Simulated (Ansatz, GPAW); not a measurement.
# In3Se: programs and potentials compared

```xyz
4
Lattice="4.8038 0.0000 0.0000 0.0000 4.8038 0.0000 0.0000 0.0000 4.8038" Properties=species:S:1:pos:R:3 pbc="T T T"
In    2.3414    2.4440    0.0013
In    2.4134   -0.0311    2.3915
In   -0.0345    2.3888    2.3965
Se   -0.0060    0.0027    0.0038
```

The cell comes from a database or a generator and needn't be the stable form of this composition.

Atoms were shifted at random by some hundredths of an Å from the given cell, which wasn't relaxed again for these runs.

Alike in all runs: task single point; functional PBEsol; k mesh 6 × 6 × 6; occupations fermi-dirac, width 0.05 eV; no spin polarisation; no spin-orbit coupling. Pressure is positive in compression and, in plane waves, holds the error of the finite cutoff, which Ansatz's Pulay term estimates and takes out.

```
                           program and potentials  plane-wave cutoff (eV)                                                                                                                               notes  band gap (eV)  pressure (GPa)  largest force (eV/Å)  energy over the undisturbed cell (meV/atom)
                               Ansatz, Ansatz PAW                     420  potentials made for PBE, which Ansatz adapts in part; 13.75 valence electrons an atom on average; Pulay term of +0.03 GPa included         no gap           -2.92                 0.091                                         0.69
GPAW, PAW data sets generated for this functional                     600                                                                                          11.25 valence electrons an atom on average         no gap           -3.15                 0.088                                         0.64
   Ansatz, all-electron LAPW, scalar-relativistic                       -                                                                                                                                   -         no gap           -2.92                 0.091                                            -
```

Force on atom 2 (In), eV/Å:

```tsv
program and potentials	x	y	z
Ansatz, Ansatz PAW	-0.021	0.088	0.011
GPAW, PAW data sets generated for this functional	-0.019	0.085	0.010
Ansatz, all-electron LAPW, scalar-relativistic	-0.021	0.087	0.011
```

None finds a gap. The pressure spans -3.15 (GPAW, PAW data sets generated for this functional) to -2.92 GPa (Ansatz, all-electron LAPW, scalar-relativistic), with all-electron results at -2.92.

Differences between rows come from potentials, basis sets and numerical settings, since the functional is the same but for its coding. Runs on potential files found faulty are left out.
